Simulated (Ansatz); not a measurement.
Relaxation of a generated trial cell of Mg in the diamond structure type; 2 atoms in the cell, which starts as Fd-3m, origin choice 1 (No. 227), cF8; a = b = c = 6.287 Å, α = β = γ = 90.00°. These are PBEsol (plane waves to 420 eV, PAW, scalar-relativistic; Ansatz, a first-principles code) values and carry that method's errors. Γ-centred k-mesh 9×9×9 on the run's cell (coarser than for final values), Fermi–Dirac smearing 0.05 eV. This is the first round of the run. 

The optimiser's lines from the output (shortened; P is positive under compression):

```
relax step   1: F+E_penalty+E_count = -3822.29013539 eV  Δ(F+E_penalty+E_count) = +0.000e0 eV  max|allowed force component| = 3.238e-17 eV/Å  Δτ_max = 0.0000 Å  P = +4.197 GPa  Ω = 62.123 Å³  (6 SCF iters, dr2 threshold 1.00e-7 eV, accepted)
relax step   2: F+E_penalty+E_count = -3822.43677098 eV  Δ(F+E_penalty+E_count) = -1.466e-1 eV  max|allowed force component| = 2.544e-16 eV/Å  Δτ_max = 0.0000 Å  P = +1.244 GPa  Ω = 71.226 Å³  (4 SCF iters, dr2 threshold 2.00e-7 eV, accepted)
relax step   3: F+E_penalty+E_count = -3822.45789489 eV  Δ(F+E_penalty+E_count) = -2.112e-2 eV  max|allowed force component| = 1.596e-16 eV/Å  Δτ_max = 0.0000 Å  P = +0.254 GPa  Ω = 75.905 Å³  (3 SCF iters, dr2 threshold 2.00e-7 eV, accepted)
relax step   4: F+E_penalty+E_count = -3822.45898195 eV  Δ(F+E_penalty+E_count) = -1.087e-3 eV  max|allowed force component| = 1.943e-16 eV/Å  Δτ_max = 0.0000 Å  P = +0.023 GPa  Ω = 77.206 Å³  (3 SCF iters, dr2 threshold 1.61e-7 eV, accepted)
relax step   5: F+E_penalty+E_count = -3822.45898880 eV  Δ(F+E_penalty+E_count) = -6.849e-6 eV  max|allowed force component| = 1.874e-16 eV/Å  Δτ_max = 0.0000 Å  P = +0.002 GPa  Ω = 77.327 Å³  (3 SCF iters, dr2 threshold 1.27e-9 eV, accepted)
relax step   6: F+E_penalty+E_count = -3822.46069141 eV  Δ(F+E_penalty+E_count) = -1.703e-3 eV  max|allowed force component| = 1.874e-16 eV/Å  Δτ_max = 0.0000 Å  P = +0.056 GPa  Ω = 77.327 Å³  stress off target by 5.59e-2 GPa  SCF on the basis re-selected at this cell (its energy is not comparable with the rows above)  (6 SCF iters)
relax step   7: F+E_penalty+E_count = -3822.46074605 eV  Δ(F+E_penalty+E_count) = -5.464e-5 eV  max|allowed force component| = 1.434e-16 eV/Å  Δτ_max = 0.0000 Å  P = +0.004 GPa  Ω = 77.654 Å³  (3 SCF iters, dr2 threshold 7.81e-9 eV, accepted)
relax step   8: F+E_penalty+E_count = -3822.46075033 eV  Δ(F+E_penalty+E_count) = -4.278e-6 eV  max|allowed force component| = 1.388e-16 eV/Å  Δτ_max = 0.0000 Å  P = +0.004 GPa  Ω = 77.654 Å³  stress off target by 3.90e-3 GPa  SCF on the basis re-selected at this cell (its energy is not comparable with the rows above)  (5 SCF iters)
```

From the first to the last row the energy changes by -0.09 eV/atom and the volume by +25.0 %. The last row is marked as not comparable with the walk above it, whose basis was carried along; it does compare with step 1, since both stand on a basis selected at the nominal cutoff for their own cell.

Later rounds, restarted from the end of this one on a renewed k-mesh, logged 7 more steps and released under 0.01 eV/atom more. The final structure after all rounds: Fd-3m, origin choice 1 (No. 227), cF8, diamond type; a = 6.7821 Å, b = 6.7821 Å, c = 6.7821 Å, α = 90.00°, β = 90.00°, γ = 90.00°. Between re-selections the logged energies stand on a plane-wave basis carried along with the cell. No spin polarisation in the result.

The run could not lose the symmetry of its start: the end is stationary, and may be a saddle point rather than a minimum.

All atoms sit on sites fixed by symmetry, so only the cell could relax.

The relaxed structure here is a generated cell of Mg: the first start was made by placing the elements on the sites of a structure type, and the end was not matched to a known phase here, so it may be hypothetical. Known forms of Mg include space group No. 194.
